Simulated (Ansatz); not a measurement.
K (bcc (W type), Im-3m), a = b = c = 5.2127 Å, α = β = γ = 90.00°; the cell used has 1 atom.

Relaxed with plane-wave PAW PBEsol (Ansatz code). Indices refer to the conventional cell of Im-3m, a = b = c = 5.2127 Å, α = β = γ = 90.00°.

Task: Simulate the powder diffraction pattern (Fe Kα, λ = 1.93735 Å; lines above 1 %) up to 2θ = 90°.

Result: Simulated powder pattern, Fe Kα, λ = 1.93735 Å (kinematic, ideal powder, no thermal factors, no anomalous dispersion; the 30 strongest lines at most, above 1 %, up to 2θ = 90°):

| 2θ (°) | d (Å) | I/Imax (%) | hkl |
|---|---|---|---|
| 30.47 | 3.686 | 100 | (110) |
| 43.64 | 2.606 | 18 | (200) |
| 54.15 | 2.128 | 37 | (211) |
| 63.42 | 1.843 | 11 | (220) |
| 71.98 | 1.648 | 15 | (310) |
| 80.14 | 1.505 | 3.5 | (222) |
| 88.10 | 1.393 | 17 | (321) |

The PBEsol relaxation kept the symmetry of its start.

Potentials: the earlier of the program's two PAW sets.
